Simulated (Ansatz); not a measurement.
**Relaxing a structure of Sn2Pt**

The start is a generated cell, Sn2Pt built in the AFLOW prototype A2B_hP9_189_fg_bc (C22, as in Fe2P). Cell shape, volume and atoms are optimised at zero target pressure with PBEsol (plane waves to 420 eV, PAW, scalar-relativistic; Ansatz, an electronic-structure program). First-step values are on the input's coarse k-mesh.

Ansatz input (later rounds restart from its end on a renewed k-mesh):
Ansatz 0.2 input:
```yaml
crystal:
  lattice:
    - [7.4873597, 0, 0]
    - [-3.7436798, 6.4842437, 0]
    - [0, 0, 4.3787741]
  atoms:
    - { symbol: Sn, position: [0.256, 0, 0] }
    - { symbol: Sn, position: [0, 0.256, 0] }
    - { symbol: Sn, position: [0.744, 0.744, 0] }
    - { symbol: Sn, position: [0.589, 0, 0.5] }
    - { symbol: Sn, position: [0, 0.589, 0.5] }
    - { symbol: Sn, position: [0.411, 0.411, 0.5] }
    - { symbol: Pt, position: [0, 0, 0.5] }
    - { symbol: Pt, position: [0.33333333, 0.66666667, 0] }
    - { symbol: Pt, position: [0.66666667, 0.33333333, 0] }
basis: { ecutwfc: 420, ecutrho_ratio: 4, xc_grid: 2, fft_grid_basis: typed }
kpoints: { mp_grid: { grid: [5, 5, 8] } }
hamiltonian:
  xc: pbesol
  dispersion: none
  pseudopotentials: { kind: paw }
scf: { occupations: { method: fermi_dirac, width: 0.05 } }
relax: { f_tol: 0.01, max_steps: 100, cell: { stress_tol: 0.02 } }
output: { forces: true, stress: true }
```

Largest initial force: 0.36 eV/Å, on Sn4, Sn5, Sn6 (atoms numbered as listed)
Outcome: The space group stays P-62m (No. 189) (the run could not lower it); the end is AFLOW prototype A2B_hP9_189_fg_bc (C22, as in Fe2P), with 9 atoms in the primitive cell
Energy released: 0.10 eV/atom
Volume change: -11.5 %, from 23.62 to 20.90 Å³/atom
Shortest distances (start → end): The closest pairs of elements (up to four, under 3.6 Å), start → end: Pt–Sn 2.83 → 2.74 Å; Sn–Sn 3.32 → 3.19 Å
Optimiser moves: 7

Final structure:

```cif
data_Pt3Sn6
_chemical_formula_sum 'Sn6 Pt3'
_space_group_name_H-M_alt 'P-62m'
_space_group_IT_number 189
_space_group_name_Hall 'P -6 -2'
_cell_length_a 7.34156
_cell_length_b 7.34156
_cell_length_c 4.02953
_cell_angle_alpha 90.000
_cell_angle_beta 90.000
_cell_angle_gamma 120.000
loop_
_atom_site_label
_atom_site_type_symbol
_atom_site_symmetry_multiplicity
_atom_site_Wyckoff_symbol
_atom_site_fract_x
_atom_site_fract_y
_atom_site_fract_z
_atom_site_occupancy
Sn1 Sn 3 f 0.00000 0.26451 0.00000 1
Sn2 Sn 3 g 0.39790 0.39790 0.50000 1
Pt1 Pt 1 b 0.00000 0.00000 0.50000 1
Pt2 Pt 2 c 0.33333 0.66667 0.00000 1
```

Final values are on a 8×8×12 k-mesh of the relaxed cell. No spin polarisation in the result.

The run could not lose the symmetry of its start: the end is stationary, and may be a saddle point rather than a minimum.

The relaxed structure here is a generated cell of Sn2Pt: the first start was made by placing the elements on the sites of a structure type, and the end was not matched to a known phase here, so it may be hypothetical.
